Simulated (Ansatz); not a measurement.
Ga2AsP:
```
Ga2AsP
1.0
    1.96474     1.13434     6.42036
   -1.96474     1.13434     6.42036
    0.00000    -2.26869     6.42036
Ga P As
2 1 1
Cartesian
  0.00000   0.00000   0.04594
  0.00000   0.00000   9.58263
  0.00000   0.00000   7.22209
  0.00000   0.00000  16.85619
```

The program Ansatz at the r²SCAN level (PAW) gives a gap of 1.46 eV without spin–orbit coupling, maximum at Γ, minimum at Γ.

What happens when spin–orbit coupling is switched on?

The gap falls by 0.08 eV, to 1.38 eV; maximum at Γ, minimum at Γ.

Give the electron effective mass with spin–orbit coupling.

0.11, 0.11, 0.18 mₑ (principal values).

Give the hole effective mass with spin–orbit coupling.

0.12, 0.12, 0.89 mₑ (principal values).

Space group R3m. The first step of the workflow began from a Materials Project structure, measured or hypothetical; the Crystallography Open Database copy checked does not list it. With P and As taken as one species the cell has the higher symmetry F-43m, so it may be an ordered model of a mixed-site phase. Whether it is the stable phase at ambient conditions was not checked. The cell was relaxed with r²SCAN under the symmetry of its start; whether a distortion lowers the energy is not shown.

Potentials: the later of the program's two PAW sets.
